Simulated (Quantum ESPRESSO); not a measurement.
```cif
data_Hg4Se4
_chemical_formula_sum 'Se4 Hg4'
_space_group_name_H-M_alt 'F-43m'
_space_group_IT_number 216
_space_group_name_Hall 'F -4 2 3'
_cell_length_a 6.13229
_cell_length_b 6.13229
_cell_length_c 6.13229
_cell_angle_alpha 90.000
_cell_angle_beta 90.000
_cell_angle_gamma 90.000
loop_
_atom_site_label
_atom_site_type_symbol
_atom_site_symmetry_multiplicity
_atom_site_Wyckoff_symbol
_atom_site_fract_x
_atom_site_fract_y
_atom_site_fract_z
_atom_site_occupancy
Se1 Se 4 d 0.75000 0.75000 0.75000 1
Hg1 Hg 4 a 0.00000 0.00000 0.00000 1
```
(The calculation used a cell of 2 atoms; values per cell refer to that cell.)

Cell and atoms were relaxed with PBEsol from Materials Project entry mp-820, within its symmetry.

### Question
What does norm-conserving PBEsol (Quantum ESPRESSO, 86 Ry, scalar-relativistic) give for the electronic structure near the Fermi level?

### Answer
At this level the gap is closed or nearly so: along the path the highest valence and lowest conduction bands touch, or overlap by less than 0.6 eV, a zero-gap or semimetallic result; the valence top lies at Γ, the conduction bottom at Γ. Without spin-orbit coupling, band edges of such heavy elements can be off by tenths of an eV.
